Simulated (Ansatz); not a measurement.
According to the program Ansatz at the r²SCAN level (PAW), AlMo$_{2}$C in the hexagonal phase (P6_3/mmc; Al on 2d, Mo on 4f, C on 2a) relaxes to a = 3.011 Å, c = 13.452 Å. C has 6 nearest neighbours from 2.11 Å (octahedral). Its formation energy from the elements is -0.18 eV/atom, with no fitted shifts.

Electronic character: metallic (no gap). Gap from r²SCAN with spin–orbit coupling: none (metallic).

The bulk modulus is 208 GPa. The relaxed-ion elastic constants in GPa are C11 = 353, C12 = 100.0, C13 = 152, C33 = 360, C44 = 146. The elastic constants imply a Debye temperature near 583 K. Bader charges are Al +0.68, Mo +0.38, C -1.43 e.

The start of the workflow was typed in or built on a structure type; neither database checked (COD, Materials Project) lists it. Its standing as an ambient phase is unchecked. The cell was relaxed with r²SCAN under the symmetry of its start; whether a distortion lowers the energy is not shown. The run is not spin-polarised. As this level gives no gap, shear constants depend on the k-mesh and smearing (Fermi–Dirac, 0.1 eV here). On the denser mesh and wider smearing of the elastic run this cell carries a stress of 0.5 GPa. The references are the lowest solids computed at this level, not always the standard phases. Spin–orbit coupling is left out wherever it is not named.

Potentials: the earlier of the program's two PAW sets.
